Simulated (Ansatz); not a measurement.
Input file for Ansatz (an electronic-structure program):

Ansatz 0.2 input:
```yaml
crystal:
  lattice:
    - [2.7538643335, 1.5899443143, 4.8541223127]
    - [-2.7538643335, 1.5899443143, 4.8541223127]
    - [0.0, -3.1798886285, 4.8541223127]
  atoms:
    - { symbol: In, position: [0.1429529405, 0.1429529405, 0.1429529405] }
    - { symbol: In, position: [0.8570470595, 0.8570470595, 0.8570470595] }
    - { symbol: In, position: [0.3570470595, 0.3570470595, 0.3570470595] }
    - { symbol: In, position: [0.6429529405, 0.6429529405, 0.6429529405] }
    - { symbol: O, position: [0.5466032437, 0.25, 0.9533967563] }
    - { symbol: O, position: [0.4533967563, 0.75, 0.0466032437] }
    - { symbol: O, position: [0.9533967563, 0.5466032437, 0.25] }
    - { symbol: O, position: [0.0466032437, 0.4533967563, 0.75] }
    - { symbol: O, position: [0.25, 0.9533967563, 0.5466032437] }
    - { symbol: O, position: [0.75, 0.0466032437, 0.4533967563] }
kpoints:
  mp_grid: { grid: [5, 5, 5] }
hamiltonian:
  xc: r2scan
  pseudopotentials: { kind: paw }
scf:
  occupations: { method: fixed }
output:
  optics: { e_range: [0.0, 15.0], de: 0.05, sigma: 0.1, bands: { spectra_wanted_up_to: 12 eV } }
```

Output (shortened):

```
output.optics: the spectra are integrated over the Brillouin zone by k·p interpolation around the k-points, where levels, occupations, output.optics.sigma and …
Pseudopotential: In, paw, valence charge 13
Pseudopotential: O, paw, valence charge 6
Functional definition: r2SCAN
Crystal: 10 atoms, lattice volume = 127.522 Å³
Basis set: ecut = 500 eV, 3227 PW (Γ), exchange–correlation on 180×180×180 points (64 copies of the dense FFT grid, shifted against one another)
Bands: 54, of which v1, the nominal top of the filled ones, is band 44 counted from 1 (43 counted from 0)
Symmetry: 12 space group operations
Space group: R-3c (ITA 167), of the structure as read, at distance tolerance 5.0e-5 Å
k-points: 19 of 125
SCF iter   1: F=—  HF=-25861.320072 eV  |F-HF|=—  |Δ(HF+E_count)|=         —  Δρ=1.17e-2  dr2=1.25e-1  dr2_τ=3.35e-1  ethr=1.77e-3  ⟨swp⟩=5.0  Hψ=3568  notcnv=0  defer=150
preconditioner: auto → Resta (q_TF=auto, 2.565 Å⁻¹)
SCF iter   2: F=—  HF=-25861.471410 eV  |F-HF|=—  |Δ(HF+E_count)|=   1.51e-1  Δρ=6.36e-3  dr2=3.05e-2  dr2_τ=2.02e-3  ethr=1.42e-4  ⟨swp⟩=2.0  Hψ=2069  notcnv=0  defer=149
SCF iter   3: F=—  HF=-25861.468738 eV  |F-HF|=—  |Δ(HF+E_count)|=   2.67e-3  Δρ=9.45e-4  dr2=5.96e-4  dr2_τ=1.02e-4  ethr=3.47e-5  ⟨swp⟩=2.9  Hψ=1645  notcnv=0  defer=152
SCF iter   4: F=—  HF=-25861.468988 eV  |F-HF|=—  |Δ(HF+E_count)|=   2.50e-4  Δρ=1.79e-4  dr2=4.00e-5  dr2_τ=2.65e-6  ethr=6.77e-7  ⟨swp⟩=2.8  Hψ=1722  notcnv=0  defer=152
SCF iter   5: F=—  HF=-25861.469003 eV  |F-HF|=—  |Δ(HF+E_count)|=   1.54e-5  Δρ=1.04e-4  dr2=1.27e-5  dr2_τ=1.27e-6  ethr=4.54e-8  ⟨swp⟩=2.0  Hψ=1766  notcnv=0  defer=104
SCF iter   6: F=—  HF=-25861.469009 eV  |F-HF|=—  |Δ(HF+E_count)|=   5.53e-6  Δρ=1.69e-5  dr2=2.94e-7  dr2_τ=3.49e-8  ethr=1.44e-8  ⟨swp⟩=2.0  Hψ=1495  notcnv=0  defer=99
SCF iter   7: F=—  HF=-25861.469084 eV  |F-HF|=—  |Δ(HF+E_count)|=   7.49e-5  Δρ=4.32e-6  dr2=2.86e-8  dr2_τ=1.73e-9  ethr=3.34e-10  ⟨swp⟩=2.2  Hψ=1679  notcnv=0  defer=97
SCF iter   8: F=—  HF=-25861.469084 eV  |F-HF|=—  |Δ(HF+E_count)|=   7.68e-9  Δρ=1.06e-6  dr2=1.28e-9  dr2_τ=2.52e-10  ethr=3.25e-11  ⟨swp⟩=2.1  Hψ=1741  notcnv=0  defer=97
SCF iter  10: F=-25861.469084 eV  HF=-25861.469084 eV  |F-HF|=3.64e-11  |Δ(HF+E_count)|=  1.46e-11  Δρ=4.73e-8  dr2=2.09e-12  dr2_τ=1.13e-13  ethr=1.00e-12  ⟨swp⟩=10.2  Hψ=4272  notcnv=0
SCF 1 converged in 10 iterations: F = -25861.469084 eV  dr2 = 2.09e-12
NSCF: frozen V_eff on 19 k-points
Optics k sum: 0 of 19 k-points
Optics k sum: 1 of 19 k-points
Optics k sum: 2 of 19 k-points
Optics k sum: 3 of 19 k-points
Optics k sum: 4 of 19 k-points
Optics k sum: 5 of 19 k-points
Optics k sum: 6 of 19 k-points
Optics k sum: 7 of 19 k-points
Optics k sum: 8 of 19 k-points
Optics k sum: 9 of 19 k-points
Optics k sum: 10 of 19 k-points
Optics k sum: 11 of 19 k-points
Optics k sum: 12 of 19 k-points
Optics k sum: 13 of 19 k-points
Optics k sum: 14 of 19 k-points
Optics k sum: 15 of 19 k-points
Optics k sum: 16 of 19 k-points
Optics k sum: 17 of 19 k-points
Optics k sum: 18 of 19 k-points
Optics k sum: 19 of 19 k-points
Optics k sum: 0 of 19 k-points
Optics k sum: 1 of 19 k-points
Optics k sum: 2 of 19 k-points
Optics k sum: 3 of 19 k-points
Optics k sum: 4 of 19 k-points
Optics k sum: 5 of 19 k-points
Optics k sum: 6 of 19 k-points
Optics k sum: 7 of 19 k-points
Optics k sum: 8 of 19 k-points
Optics k sum: 9 of 19 k-points
Optics k sum: 10 of 19 k-points
Optics k sum: 11 of 19 k-points
Optics k sum: 12 of 19 k-points
Optics k sum: 13 of 19 k-points
Optics k sum: 14 of 19 k-points
Optics k sum: 15 of 19 k-points
Optics k sum: 16 of 19 k-points
Optics k sum: 17 of 19 k-points
Optics k sum: 18 of 19 k-points
Optics k sum: 19 of 19 k-points
NSCF: frozen V_eff on 1 k-points
NSCF: frozen V_eff on 1 k-points
NSCF: frozen V_eff on 1 k-points
NSCF: frozen V_eff on 1 k-points
NSCF: frozen V_eff on 1 k-points
NSCF: frozen V_eff on 1 k-points
output.optics: what the bands over the 81 summed would add to eps1, eps2 and the energy-loss function is held between a lower and an upper bound (8 Lanczos …
SCF converged after 10 iterations
Free energy (F): -25861.469084 eV
Harris-Foulkes:  -25861.469084 eV  (|F-HF|=3.64e-11)
Internal energy: -25861.469084 eV  (E = F + TS)
E sigma→0 (E₀):  -25861.469084 eV
Fermi energy:    8.437898 eV
--- Per-component energies (eV) ---
  E_band       = -32.322374
  E_kinetic    = 2039.786644
  E_local      = -5922.093737  (includes V_loc(G=0)·N_el)
  E_nonlocal   = 1775.158161
  E_hartree    = 2285.519099
  E_xc         = -1236.953818
  E_vxc        = -1049.784334  (∫ρ·V_xc dr)
  E_paw        = -17725.789900  (= ΣΔE_a)
  E_vpaw       = -1514.618952  (= ΣTr[D̂ρ^β])
  E_aug_tail   = 0.006073  (compensation charges beyond the density's cutoff)
  E_vtau       = 68.185628  (kinetic-family band-sum trace: ∫τ·v_τ [+ j·A + Jᵃ·Aᵃ] dr)
  E_ewald      = -7080.772143
  E_core_change = 3.670538  (= ΣΔE_core)
  E_smearing   =  0.000000  (= −TS)
  E_closure    =  0.000000  (closes the sum)
  Σ components = -25861.469084   (vs F -25861.469084, Δ=0.00e0)
  [band-id]    e_kinetic+e_local+e_nonlocal+2·e_hartree+e_vxc+e_vpaw+e_augmentation_tail+e_vtau = -32.322319   (vs E_band -32.322374, Δ=5.53e-5)
--- Band table (eV; the first three rows and the last of 19) ---
  k-point 0: bands = ["-10.0565", "-9.2001", "-9.2001", "-9.0038", "-9.0038", "-8.9254", "-4.2336", "-4.2336", "-4.0868", "-4.0868", "-4.0857", "-3.9545", "-3.9242", "-3.9242", "-3.8879", "-3.8879", "-3.8351", "-3.8351", "-3.7516", "-3.7231", "-3.7231", …
  k-point 1: bands = ["-9.9526", "-9.1886", "-9.1798", "-9.1001", "-9.0259", "-8.9556", "-4.2107", "-4.1914", "-4.1140", "-4.0915", "-4.0568", "-3.9692", "-3.9166", "-3.9141", "-3.9058", "-3.8968", "-3.8476", "-3.8326", "-3.7549", "-3.7273", "-3.7195", …
  k-point 2: bands = ["-9.6834", "-9.3588", "-9.1461", "-9.1227", "-9.0797", "-9.0326", "-4.1855", "-4.1622", "-4.0741", "-4.0655", "-4.0142", "-3.9971", "-3.9751", "-3.9531", "-3.8973", "-3.8807", "-3.8439", "-3.8137", "-3.7735", "-3.7225", "-3.7136", …
  k-point 18: bands = ["-9.5528", "-9.4727", "-9.1794", "-9.1314", "-9.0613", "-9.0357", "-4.1687", "-4.1312", "-4.1296", "-4.1016", "-4.0687", "-4.0442", "-3.9747", "-3.9543", "-3.9376", "-3.9313", "-3.7761", "-3.7715", "-3.7552", "-3.7105", "-3.6474", …
```

Cost: very roughly 5 core-minutes on shared cores.

The workflow started from a Materials Project entry (that database holds measured and hypothetical structures alike); the Crystallography Open Database files this formula in space group No. 167, but the cells were not matched. It is not the phase usual at ambient conditions (space group No. 206). Symmetry was held in the r²SCAN relaxation; whether a distortion lowers the energy is not shown. Spin–orbit coupling is left out wherever it is not named.

Potentials: the later of the program's two PAW sets.

Ansatz is a plane-wave DFT program.
